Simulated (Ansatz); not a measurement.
Ansatz input

```yaml
crystal:
  lattice:
    - [3.3583730575, 0.0, 0.0]
    - [0.0, 3.3583730575, 0.0]
    - [0.0, 0.0, 3.3583730575]
  atoms:
    - { symbol: Bi, position: [0.0, 0.0, 0.0] }
hamiltonian:
  xc: blyp
  pseudopotentials:
    kind: paw
    azcp:
      Bi: "pseudopotentials/Bi.paw.azcp"
basis:
  ecutwfc: 420
  fft_grid_basis: typed
kpoints:
  mp_grid: { grid: [15, 15, 15], shift: [0, 0, 0] }
magnetization:
  spin_polarized: false
scf:
  occupations: { method: fermi_dirac, width: 0.1 }
```

and its output:

```
Engine: ansatz 0.2.0, aarch64-unknown-linux-gnu
Pseudopotentials: kind: paw
Pseudopotential: Bi, paw, valence charge 15, recommended cutoff 420 eV (normal) 
Functional definition: BLYP
  parameter beta = 0.0042
  parameter a = 0.04918
  parameter b = 0.132
  parameter c = 0.2533
  parameter d = 0.349
  exchange = b88_x(beta = beta)
  correlation = lyp_c(a = a, b = b, c = c, d = d)
Crystal: 1 atoms, lattice volume = 37.878 Å³
Basis set: ecut = 420 eV, 739 PW (Γ), exchange–correlation on 48×48×48 points (8 copies of the dense FFT grid, shifted against one another)
Bands: 12, of which v1, the nominal top of the filled ones, is band 8 counted from 1 (7 counted from 0)
Symmetry: 48 space group operations
Space group: Pm-3m (ITA 221), of the structure as read, at distance tolerance 3.4e-5 Å
k-points: 120 of 3375
Non-local potential: Bi, projectors of the file, l = 0: 2, l = 1: 2, l = 2: 2, l = 3: 2
PAW form: soft (Blöchl's): semilocal exchange-correlation on the pseudo side does not see the compensation charge
PAW frozen core: Bi, regenerated for the run's functional, and the local potential with it (the file was generated under x = pbe(κ = 0.804, μ = 0.2195149727645171), c = pbe(β = 0.06672455060314922))
PAW one-centre angular grid: Bi, 590 points (default); XC on 64 Gauss nodes
Initial density: superposition of atomic densities (neutral atoms: chi_scale 0, normalization atom), corrected by the library's trained network
Initial wavefunctions: pseudopotential atomic-orbital guess
Functional: x = b88, c = lyp
SCF iter   1: F=—  HF=-12425.266322 eV  |F-HF|=—  |Δ(HF+E_count)|=         —  Δρ=4.35e-3  dr2=5.91e-3  ethr=1.77e-3  ⟨swp⟩=5.7  Hψ=8363  notcnv=0
SCF iter   2: F=—  HF=-12425.265037 eV  |F-HF|=—  |Δ(HF+E_count)|=   1.28e-3  Δρ=2.78e-3  dr2=2.78e-3  ethr=3.94e-5  ⟨swp⟩=1.1  Hψ=2421  notcnv=0
SCF iter   3: F=—  HF=-12425.264738 eV  |F-HF|=—  |Δ(HF+E_count)|=   2.99e-4  Δρ=6.33e-4  dr2=8.89e-5  ethr=1.85e-5  ⟨swp⟩=2.1  Hψ=1802  notcnv=0
SCF iter   4: F=—  HF=-12425.264821 eV  |F-HF|=—  |Δ(HF+E_count)|=   8.33e-5  Δρ=7.51e-4  dr2=1.63e-4  ethr=5.92e-7  ⟨swp⟩=2.0  Hψ=2327  notcnv=0
SCF iter   5: F=—  HF=-12425.264734 eV  |F-HF|=—  |Δ(HF+E_count)|=   8.74e-5  Δρ=1.44e-4  dr2=4.96e-6  ethr=5.92e-7  ⟨swp⟩=2.0  Hψ=2320  notcnv=0
SCF iter   6: F=-12425.264731 eV  HF=-12425.264731 eV  |F-HF|=4.45e-8  |Δ(HF+E_count)|=   2.57e-6  Δρ=1.38e-5  dr2=4.30e-8  ethr=6.67e-10  ⟨swp⟩=2.8  Hψ=4539  notcnv=0
SCF 1 converged in 6 iterations: F = -12425.264731 eV  dr2 = 4.30e-8
SCF converged after 6 iterations
Free energy (F): -12425.264731 eV
Harris-Foulkes:  -12425.264731 eV  (|F-HF|=4.45e-8)
Internal energy: -12425.241448 eV  (E = F + TS)
E sigma→0 (E₀):  -12425.253089 eV
Entropy (-TS):   -0.023284 eV (-23.284 meV/atom)
Fermi energy:    9.009514 eV
--- Per-component energies (eV) ---
  E_band       = -116.761000
  E_kinetic    = 302.418716
  E_local      = -1593.549881  (includes V_loc(G=0)·N_el)
  E_nonlocal   = 555.823296
  E_hartree    = 520.991812
  E_xc         = -148.569914
  E_vxc        = -140.838232  (∫ρ·V_xc dr)
  E_paw        = -10693.658346  (= ΣΔE_a)
  E_vpaw       = -282.605981  (= ΣTr[D̂ρ^β])
  E_aug_tail   = -0.000518  (compensation charges beyond the density's cutoff)
  E_ewald      = -1368.611728
  E_core_change = -0.084883  (= ΣΔE_core)
  E_smearing   = -0.023284  (= −TS)
  E_closure    = -0.000000  (closes the sum)
  Σ components = -12425.264731   (vs F -12425.264731, Δ=0.00e0)
```
